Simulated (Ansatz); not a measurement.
Zr2Ga3Cu in space group Cm (No. 8; Pearson symbol mS12), r²SCAN in the plane-wave PAW code Ansatz, all energies at zero smearing, with the estimated change up to a 700 eV cutoff added, with one set of potentials and settings (totals compare only within such a set). Cell of 6 atoms (2 Zr, 3 Ga, 1 Cu): -26395.780 eV.

| element | reference phase | E (eV/atom) |
|---|---|---|
| Zr | P6_3/mmc, 2 atoms in the cell | -4195.0547 |
| Ga | Cmce, 4 atoms in the cell | -3790.2722 |
| Cu | Fm-3m, 1 atoms in the cell | -6631.2549 |

Formation energy per atom, worked out: (-26395.780 − 2×(-4195.0547) − 3×(-3790.2722) − 1×(-6631.2549))/6 = -0.600 eV/atom (-58 kJ per mol of atoms), at 0 K, without zero-point energy or fitted corrections.

The workflow started from a Materials Project entry (that database holds measured and hypothetical structures alike); the Crystallography Open Database copy checked does not list it. With Ga and Cu taken as one species the cell has the higher symmetry Ima2, so it may be an ordered model of a mixed-site phase. Whether it is the stable phase at ambient conditions was not checked. The r²SCAN relaxation kept the symmetry of its start; its stability against distortions is not shown here. The run is not spin-polarised. The references are the lowest solids computed at this level, not always the standard phases.

Potentials: the earlier of the program's two PAW sets.
